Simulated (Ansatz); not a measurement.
**Bands of LaGa₂**

```yaml
crystal:
  lattice:
    - [4.22575, 0.00000, 0.00000]
    - [-2.11288, 3.65961, 0.00000]
    - [0.00000, 0.00000, 4.34600]
  atoms:
    - { symbol: La, position: [0.00000, 0.00000, 0.00000] }
    - { symbol: Ga, position: [0.33333, 0.66667, 0.50000] }
    - { symbol: Ga, position: [0.66667, 0.33333, 0.50000] }
```

Atoms are numbered in the order listed.

The cell was built from the AlB2 type and relaxed in the same program, and has space group P6/mmm; it needn't be a known or the stable phase.

No spin–orbit coupling, which matters for the heavy atoms here.

Theory: DFT, LDA, all-electron LAPW, scalar-relativistic (Ansatz 0.2.0).

Sampling and basis: a Γ-centred 10×10×8 k mesh, Fermi–Dirac smearing of 0.08 eV, basis error target 0.5 meV/atom, no spin polarisation.

Points in fractions of the reciprocal vectors of this cell: Γ (0, 0, 0), M (0.5, 0, 0), K (0.333, 0.333, 0), A (0, 0, 0.5), L (0.5, 0, 0.5), H (0.333, 0.333, 0.5). The path joins them by straight lines in the order Γ–M–K–Γ–A–L–H–A–L; legs that retrace an earlier one aren't tabulated. Energies are in eV from the Fermi level.

(1) List the levels at Γ between -5 and 2 eV.

(2) List the levels at M between -5 and 2 eV.

(3) List the levels at L between -5 and 2 eV.

(4) What is the band gap?

Results:

(1) -0.66 (×2), -0.28, 0.03, 0.56, 1.98 (×2).

(2) -0.89, -0.87, -0.71, 1.59.

(3) -4.85, -2.02, -1.45, -0.03, 1.68.

(4) none: with an odd electron count and no spin polarisation the bands can't all be full, a metal in this set-up (spin order or a larger cell could open a gap).
